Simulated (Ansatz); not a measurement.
PdRhN2 (R-3m), relaxed with PBE (Ansatz, a program for electronic structure, plane waves, PAW): a = b = 2.9845 Å, c = 18.3963 Å, α = β = 90.00°, γ = 120.00°.

ΔH_f (eV/atom): 0.67

Q: The same phase is relaxed and computed with r²SCAN in the same code. What are the cell and these values now?

A: a = 2.9621 Å, b = 2.9621 Å, c = 18.3158 Å, α = 90.00°, β = 90.00°, γ = 120.00°.

ΔH_f (eV/atom): 0.60

Typed or built starts, not in the databases checked: PdRhN2, R-3m (Rh on 3b, Pd on 3a, N on 6c). Began spin-polarised and lost the moments: PdRhN2, R-3m (Rh on 3b, Pd on 3a, N on 6c) with PBE; PdRhN2, R-3m (Rh on 3b, Pd on 3a, N on 6c) with r²SCAN. All cells were relaxed under the symmetry of their starts (and spin orders); stability against distortions was not tested throughout. Scalar-relativistic: spin–orbit coupling is off unless named, which matters more the heavier the elements.

Potentials: the later of the program's two PAW sets.

Ansatz is a plane-wave DFT program.

Formation energies count from the lowest solids of the elements computed at the same level, not from gases.
